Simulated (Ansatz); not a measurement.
**Computed properties of ScPd3C**

ScPd$_{3}$C:
```cif
data_CPd3Sc
_chemical_formula_sum 'Sc1 Pd3 C1'
_space_group_name_H-M_alt 'Pm-3m'
_space_group_IT_number 221
_space_group_name_Hall '-P 4 2 3'
_cell_length_a 4.17901
_cell_length_b 4.17901
_cell_length_c 4.17901
_cell_angle_alpha 90.000
_cell_angle_beta 90.000
_cell_angle_gamma 90.000
loop_
_atom_site_label
_atom_site_type_symbol
_atom_site_symmetry_multiplicity
_atom_site_Wyckoff_symbol
_atom_site_fract_x
_atom_site_fract_y
_atom_site_fract_z
_atom_site_occupancy
Sc1 Sc 1 a 0.00000 0.00000 0.00000 1
Pd1 Pd 3 c 0.00000 0.50000 0.50000 1
C1 C 1 b 0.50000 0.50000 0.50000 1
```

Space group Pm-3m (No. 221), anti-perovskite; conventional cell a = b = c = 4.1790 Å, α = β = γ = 90.00°.

Method: r²SCAN (plane waves, PAW; program Ansatz). Structure relaxed to zero pressure with the same functional. Other levels are named where they apply.

Cell and energy:

```
Item                                                           Value
-----------------------------------------------------  -------------
Volume per atom                                             14.60 Å³
Density                                                   8.56 g/cm³
Formation energy from the elements (no fitted shifts)  -0.20 eV/atom
```

Electronic structure:

```
Item                                                                        Result
------------------------------------  --------------------------------------------
Electronic character                                             metallic (no gap)
Density of states at the Fermi level  0.72 states/eV per atom (mean over ±0.08 eV)
Gap with spin–orbit coupling                                       none (metallic)
```

Mechanics:

```
Quantity                                                               Result
-------------------------------------  --------------------------------------
Bulk modulus (Birch–Murnaghan fit)                                    178 GPa
Pressure derivative B′                                                    4.8
Elastic constants (relaxed ions, GPa)         C11 = 274, C12 = 130, C44 = 6.8
Mechanical stability                   stable (all eigenvalues of C positive)
```

The start of the workflow was typed in or built on a structure type; neither database checked (COD, Materials Project) lists it. Whether it is the stable phase at ambient conditions was not checked. Symmetry was held in the r²SCAN relaxation; whether a distortion lowers the energy is not shown. The run is not spin-polarised. As this level gives no gap, shear constants depend on the k-mesh and smearing (Fermi–Dirac, 0.1 eV here). The references are the lowest solids computed at this level, not always the standard phases. Scalar-relativistic: spin–orbit coupling is off unless named, which matters more the heavier the elements.

Potentials: the later of the program's two PAW sets.
